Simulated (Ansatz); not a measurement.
**Straining Ca**

Theory: DFT PBEsol, scalar-relativistic, plane waves, PAW in Ansatz. Run with 420 eV cutoff, 10×10×10 k-mesh, Gaussian smearing of 0.10 eV, no spin polarisation.

Starting point, cell and atoms relaxed:

```
CELL_PARAMETERS angstrom
4.32752 0.00000 0.00000
0.00000 4.32752 0.00000
0.00000 0.00000 4.30609
ATOMIC_POSITIONS crystal
Ca 0.00000 0.00000 0.50000
Ca 0.50000 0.50000 0.00000
```

Deformation: biaxial strain in the a-b plane, with the length and tilt of c and the atoms relaxed, all within the symmetry that the strain leaves. Energies are extrapolated to zero smearing. Stress is positive in compression, on the Cartesian axes of the cell above. The reference was relaxed within its own symmetry and isn't a minimum along this strain.

```tsv
strain (%)	ΔE (meV/atom)	a (Å)	b (Å)	c (Å)	σxx (GPa)	σyy (GPa)	σzz (GPa)
-6.0	-7.2	4.068	4.068	4.955	-0.32	-0.32	0.04
-4.0	-4.6	4.154	4.154	4.729	-0.22	-0.22	0.02
-2.0	-2.4	4.241	4.241	4.543	-0.25	-0.25	-0.03
+0.0	0.0	4.328	4.328	4.306	0.05	0.05	0.02
+2.0	-1.7	4.414	4.414	4.142	0.03	0.03	0.01
+4.0	-0.5	4.501	4.501	4.057	-0.39	-0.39	-0.04
+6.0	5.5	4.587	4.587	3.984	-0.85	-0.85	-0.02
```

This bcc form isn't the element's structure at ambient conditions.